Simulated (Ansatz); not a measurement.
Computed with DFT PBE, scalar-relativistic, plane waves, PAW in Ansatz. Settings: cutoff 420 eV, Γ-centred meshes spaced at most about 0.3 Å⁻¹, and about 0.25 Å⁻¹ or finer for metals (2π included), Gaussian smearing. No spin polarisation in the final relaxations.

These are static total energies at zero pressure.

Two relaxed structures of Hf3Si2N:

A.

```
Hf Si N
1.0
     3.12731    0.00000    0.00000
     0.00000    3.12731    0.00000
     0.00000    0.00000   10.58893
Hf Si N
3 2 1
Direct
  0.00000 0.00000 0.62024
  0.00000 0.00000 0.26980
  0.50000 0.50000 0.83948
  0.00000 0.00000 0.01393
  0.50000 0.50000 0.46584
  0.50000 0.50000 0.29071
```

B.

```
Hf Si N
1.0
     2.98956    1.72603    3.13130
    -2.98956    1.72603    3.13130
     0.00000   -3.45205    3.13130
Hf Si N
3 2 1
Cartesian
  -1.4948 0.8630 1.5656
  1.4948 0.8630 1.5656
  0.0000 -1.7260 1.5656
  0.0000 0.0000 5.8045
  0.0000 0.0000 3.5894
  0.0000 0.0000 0.0000
```

**Question.** Which is lower in energy, and by how much?

**Answer.** B is lower, by 50 meV/atom. A has space group P4mm (No. 99), 17.3 Å³/atom and no gap on its mesh; B has space group R-3m (No. 166), 16.2 Å³/atom and no gap. Counting Hf or Si atoms around N (for each partner element, those within 1.25 times its shortest distance or 1.15 times the sum of covalent radii, where it is the nearest in units of that sum or under 1.3), A has N 5 and B has N 6. B holds Si–Si pairs (shortest 2.22 Å); in A the shortest Si–Si distance is 3.13 Å. The denser one is the lower, and pressure would at first widen the difference. Both come from invented guesses.

Spin–orbit coupling, which can matter for Hf, is left out. A magnetic state wasn't ruled out in cells without spin, among them P4mm, R-3m. Cells relaxed within their symmetry can be saddle points.
